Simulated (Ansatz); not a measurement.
YCo5: experiment and calculation

**The experiment to reproduce.**

“Magnetic properties of YCo5 compound at high pressure”, 2018, arxiv:1806.04650 reports, for a powder of YCo5 at 290 K: lattice constant a 4.945 ± 0.003 Å; lattice constant c 3.968 ± 0.004 Å.

How close the calculation comes is told below.

The calculation used DFT r2SCAN, scalar-relativistic, plane waves, PAW in Ansatz 0.2.0.

Cutoff 500 eV; k points 12×12×10 on the computed 6-atom cell (Γ-centred); Gaussian smearing, width 0.10 eV; collinear spin from starting moments -0.29 2.02 2.02 2.05 2.05 2.05 μB.

Relaxed structure, symmetry kept:

```cif
data_structure
_symmetry_space_group_name_H-M 'P 1'
_symmetry_Int_Tables_number 1
_cell_length_a 4.9477
_cell_length_b 4.9477
_cell_length_c 3.8968
_cell_angle_alpha 90.000
_cell_angle_beta 90.000
_cell_angle_gamma 120.000
_cell_volume 82.61
loop_
_atom_site_label
_atom_site_type_symbol
_atom_site_fract_x
_atom_site_fract_y
_atom_site_fract_z
_atom_site_occupancy
Y1 Y 0.00000 0.00000 0.00000 1
Co1 Co 0.33333 0.66667 0.00000 1
Co2 Co 0.66667 0.33333 0.00000 1
Co3 Co 0.50000 0.00000 0.50000 1
Co4 Co 0.50000 0.50000 0.50000 1
Co5 Co 0.00000 0.50000 0.50000 1
```

| Property | Result |
| --- | --- |
| Space group | P6/mmm (No. 191) |
| Volume per atom | 13.77 Å³ |
| Generalised Kohn–Sham band gap | none (metal) |
| Density of states at the Fermi level | 9.23 states/eV per cell |
| Löwdin character within 0.5 eV of the Fermi level | Co 3d 82 %, Y 4d 8 % |
| Bader charges (e) | Y (1 in the cell) 1.67, Co (2 in the cell) -0.36, Co (3 in the cell) -0.32 |
| Total moment | 7.97 μB per cell |
| Site moments (μB; atoms counted from 1 over the whole cell) | Y (atom 1) -0.26, Co (atom 2) 1.84, Co (atom 3) 1.84, Co (atom 4) 1.86, Co (atom 5) 1.86, Co (atom 6) 1.86 |

The state reached may not be the lowest one.

Only this magnetic start was tried.

A measured lattice constant a of YCo5 is 4.945 Å (290 K; powder; the paper above); the calculated 4.948 Å misses it by +0.1 %. Against the measured lattice constant c of YCo5, 3.968 Å (290 K; powder; the paper above), the calculated 3.897 Å is off by -1.8 %. The calculation is for 0 K without zero-point motion.

Cost: 1 run of about 14 core-minutes, on Arm Neoverse V2 (shared hosts).